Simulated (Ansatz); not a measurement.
## Chalcopyrite alloy of AgGaS2 and AgInS2 (2 of 16 Ga sites exchanged), 64 atoms

Ansatz, PAW, plane waves. PBEsol relaxation of cell lengths and atoms (angles held) at the single k point (¼, ¼, ¼) without its symmetry partners; single points on the relaxed atoms at the single k point (¼, ¼, ¼) without its symmetry partners, onto which points of the small cell's zone fold. Arrangement: random. No spin–orbit coupling unless named.

Relaxed structure:

```
CELL_PARAMETERS angstrom
11.34517 -0.00002 -0.00004
-0.00002 11.33464 -0.00004
-0.00004 -0.00003 10.59750
ATOMIC_POSITIONS crystal
Ag 0.00060 0.00215 0.99973
Ag 0.00012 0.49995 0.99354
Ag 0.50323 0.99964 0.01302
Ag 0.49608 0.50434 0.00764
Ag 0.00110 0.25166 0.25965
Ag 0.00062 0.75060 0.25267
Ag 0.49598 0.24915 0.24616
Ag 0.50338 0.75283 0.23977
Ag 0.24965 0.99933 0.74690
Ag 0.24697 0.50681 0.75832
Ag 0.75108 0.99858 0.75243
Ag 0.75675 0.49793 0.75574
Ag 0.24639 0.24421 0.49384
Ag 0.24886 0.75286 0.50560
Ag 0.75548 0.25323 0.49771
Ag 0.75118 0.75352 0.50059
Ga 0.99938 0.99908 0.49922
Ga 0.99963 0.50222 0.49947
Ga 0.50205 0.99666 0.49458
Ga 0.24717 0.99913 0.24993
Ga 0.24469 0.50375 0.24421
Ga 0.75223 0.99879 0.24852
Ga 0.75540 0.49869 0.24599
Ga 0.24459 0.24723 0.00322
Ga 0.24657 0.75175 0.99760
Ga 0.75494 0.25181 0.00251
Ga 0.75172 0.75197 0.99956
Ga 0.00010 0.24877 0.74839
Ga 0.99976 0.75182 0.74854
Ga 0.50248 0.75412 0.75359
In 0.49798 0.50562 0.49526
In 0.49869 0.24693 0.75271
S 0.13567 0.12484 0.12970
S 0.13518 0.62641 0.11901
S 0.64515 0.12668 0.12668
S 0.64540 0.62448 0.12342
S 0.10780 0.12316 0.62343
S 0.10786 0.62570 0.62563
S 0.61664 0.11804 0.61403
S 0.61722 0.63106 0.63550
S 0.35396 0.37482 0.12417
S 0.35388 0.87469 0.12405
S 0.86675 0.37436 0.12471
S 0.86132 0.87472 0.12410
S 0.37487 0.10630 0.37210
S 0.36516 0.62168 0.36061
S 0.87507 0.10673 0.37461
S 0.87351 0.60970 0.37522
S 0.12543 0.39487 0.37532
S 0.12409 0.89009 0.37606
S 0.63078 0.38472 0.36372
S 0.62575 0.88766 0.36937
S 0.12433 0.35618 0.87368
S 0.12305 0.86082 0.87265
S 0.63029 0.36636 0.88645
S 0.62462 0.86296 0.87990
S 0.37317 0.37549 0.62384
S 0.39321 0.87522 0.62439
S 0.89216 0.37532 0.62435
S 0.89069 0.87569 0.62465
S 0.36666 0.12965 0.88764
S 0.37552 0.64419 0.87662
S 0.87424 0.14108 0.87341
S 0.87598 0.64429 0.87443
```

Q: What are the mean bond lengths by pair (pairs within 1.2 times the sum of covalent radii, less contacts 15 % beyond the pair's median; cation–cation pairs of compounds aside; long ionic contacts are cut short by that bound)?

A: Ag–S 2.503 ± 0.014 Å (standard deviation, 64 bonds); Ga–S 2.292 ± 0.007 Å (standard deviation, 56 bonds); In–S 2.461 ± 0.005 Å (standard deviation, 8 bonds).

Q: What gap lies between the top filled and the lowest empty level in the single points?

A: HSE06 2.98 eV (49 s on NVIDIA GB300). Away from Γ this isn't the crystal's band gap.
